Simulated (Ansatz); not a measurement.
A geometry of SnO away from equilibrium: the start of the relaxation of a generated cell, SnO placed in the AFLOW prototype AB_hP4_186_b_a (B12, as in BN). Method: r2SCAN (plane waves to 500 eV, PAW, scalar-relativistic; Ansatz, a program for electronic structure). Γ-centred k-mesh 9×9×3 on the run's cell (coarser than for final values), Fermi–Dirac smearing 0.05 eV.

```xyz
4
Lattice="3.0438 0.0000 0.0000 -1.5219 2.6360 0.0000 0.0000 0.0000 8.1248" Properties=species:S:1:pos:R:3 pbc="T T T"
O      1.5219     0.8787     7.7185
O      0.0000     1.7573     3.6561
Sn     0.0000     0.0000     0.0000
Sn     0.0000     0.0000     4.0624
```

### Question
What forces act on the atoms (eV/Å)?

### Answer
```tsv
atom	Fx	Fy	Fz
O1	0.00	0.00	-8.24
O2	0.00	0.00	-8.24
Sn3	0.00	0.00	8.24
Sn4	0.00	0.00	8.24
```

### Question
What is the pressure?

### Answer
+80.1 GPa, compression positive.

No spin polarisation in the result. No dispersion correction is included, so spacings between layers, chains or molecules are soft and tend to come out too large.

The run could not lose the symmetry of its start; a randomly shaken copy of 8 atoms returns to this structure.

The end of the path is a generated cell of SnO: the first start was made by placing the elements on the sites of a structure type, and the end was not matched to a known phase here, so it may be hypothetical. Known forms of SnO include space group No. 129.
